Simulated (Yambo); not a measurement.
Absorption of KScMo$_{2}$O$_{8}$ (space group P-3m1, No. 164) with and without the electron-hole interaction (Yambo, LDA bands; 3×3×2 mesh, 24 valence and 20 conduction bands, static screening with 130 bands and a 3 Ry block, scissor 2.53 eV, Tamm-Dancoff; field along x). Axes are Cartesian, with cell vectors (Å) (5.88, 0.00, 0.00), (-2.94, 5.10, 0.00), (0.00, 0.00, 7.40).

```csv
E (eV),"Im ε, BSE","Im ε, independent quasiparticles"
3.15,0.07,0.04
3.25,0.08,0.05
3.35,0.08,0.05
3.45,0.09,0.05
3.55,0.10,0.05
3.65,0.11,0.05
3.75,0.13,0.06
3.85,0.14,0.06
3.95,0.17,0.06
4.05,0.21,0.07
4.15,0.27,0.07
4.25,0.37,0.08
4.35,0.50,0.08
4.45,0.69,0.09
4.55,1.11,0.10
4.65,1.45,0.10
4.75,1.19,0.11
4.85,0.97,0.12
4.95,0.83,0.13
5.05,0.83,0.15
5.15,1.06,0.16
5.25,1.63,0.18
5.35,2.73,0.20
5.45,3.23,0.23
5.55,2.66,0.27
5.65,2.57,0.32
5.75,2.68,0.39
5.85,2.84,0.50
5.95,2.72,0.69
6.05,2.69,1.03
6.15,2.89,1.58
6.25,3.22,1.98
6.35,3.56,2.01
6.45,3.59,2.31
6.55,3.52,3.19
6.65,3.66,4.10
6.75,3.80,4.47
6.85,4.29,5.31
6.95,5.17,6.33
7.05,5.11,6.32
7.15,4.61,6.06
7.25,4.28,6.02
7.35,3.94,5.32
7.45,3.34,4.58
7.55,2.82,4.09
7.65,2.46,4.21
7.75,2.22,4.03
7.85,2.04,3.75
7.95,1.96,3.91
8.05,2.03,4.24
8.15,2.15,4.12
8.25,2.15,3.95
8.35,2.11,3.68
8.45,2.16,3.51
8.55,2.23,3.45
8.65,2.29,3.13
8.75,2.35,2.76
8.85,2.34,2.63
8.95,2.41,2.73
9.05,2.65,2.71
9.15,2.97,2.76
9.25,3.17,2.82
9.35,3.16,2.90
9.45,3.02,2.88
9.55,2.87,2.97
9.65,2.63,3.21
9.75,2.65,3.32
9.85,2.70,3.17
9.95,2.61,2.93
10.05,2.52,2.82
```

The scissor comes from a G0W0 run whose convergence isn't established. Broadening 0.15 eV. The band window holds all transitions up to 12.5 eV. Fine structure above the onset can come from the mesh.

Spin-orbit splittings are left out.

Geometry of the Materials Project entry, not relaxed at this level; primitive cell a = 5.885 Å, b = 5.885 Å, c = 7.405 Å, α = 90.00°, β = 90.00°, γ = 120.00°.

The structure is a Materials Project entry; no match was found in the copy of COD used, and its stability was not checked.
